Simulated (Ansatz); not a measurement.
Here is the system:

AlRu:
```yaml
crystal:
  lattice:
    - [1.49322, -4.58078, 0.00000]
    - [1.49322, 4.58078, 0.00000]
    - [0.00000, 0.00000, 4.12105]
  atoms:
    - { symbol: Al, position: [0.59285, 0.40715, 0.25000] }
    - { symbol: Ru, position: [0.86384, 0.13616, 0.25000] }
    - { symbol: Al, position: [0.40715, 0.59285, 0.75000] }
    - { symbol: Ru, position: [0.13616, 0.86384, 0.75000] }
```

This is the PBE-relaxed structure.

Problem. All from plane-wave PAW PBE (Ansatz code), unless another level is named. Predict the density of states at the Fermi level.

Solution. 0.94 states/eV per atom (mean over ±0.08 eV).

Problem. And the formation energy from the elements (no fitted shifts)?

Solution. -0.43 eV/atom.

Space group Cmcm. The start of the workflow was typed in or built on a structure type; neither database checked (COD, Materials Project) lists it. COD files the formula under space group No. 221. Its standing as an ambient phase is unchecked. Symmetry was held in the PBE relaxation; its stability against distortions is not shown here. No spin polarisation was allowed. The references are the lowest solids computed at this level, not always the standard phases. Scalar-relativistic: spin–orbit coupling is off unless named, which matters more the heavier the elements.

Potentials: the earlier of the program's two PAW sets.
